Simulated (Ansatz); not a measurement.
# Mg₃MoN₄ — electrostatic potentials at the Mg nuclei

Cell: a computed structure from the Materials Project (it need not be an observed phase).

Space group Pmn2_1 (No. 31); a = 6.7268, b = 5.8148, c = 5.2351 Å.

```
site  Wyckoff  site symmetry       x       y       z
 Mg1       4b              1  0.2522  0.1688  0.8571
 Mg5       2a            m..  0.0000  0.6612  0.8589
  Mo       2a            m..  0.0000  0.3293  0.3495
  N9       2a            m..  0.0000  0.6349  0.4561
 N11       2a            m..  0.0000  0.3265  0.9976
 N13       4b              1  0.7695  0.1775  0.4567
```

One atom of each set is listed.

Method: Kohn–Sham DFT in Ansatz, PBE, plane waves and PAW, scalar-relativistic, 420 eV cutoff, Γ-centred 4×5×6 k-points, Fermi–Dirac smearing 0.02 eV.

The potential at a nucleus is that of all electrons and the other nuclei. A higher potential binds the core electrons more strongly, so differences between sites of one element are the initial-state part of core-level shifts.

Q: Rank the Mg sites by the potential at the nucleus, lowest first, and give each against the lowest.
A. Mg1: 4 N at 2.06–2.10 Å; also 1 N at 3.14 Å
B. Mg5: 4 N at 2.08–2.11 Å; also 1 N at 3.13 Å

A: A (0.00 V), B (0.17 V).
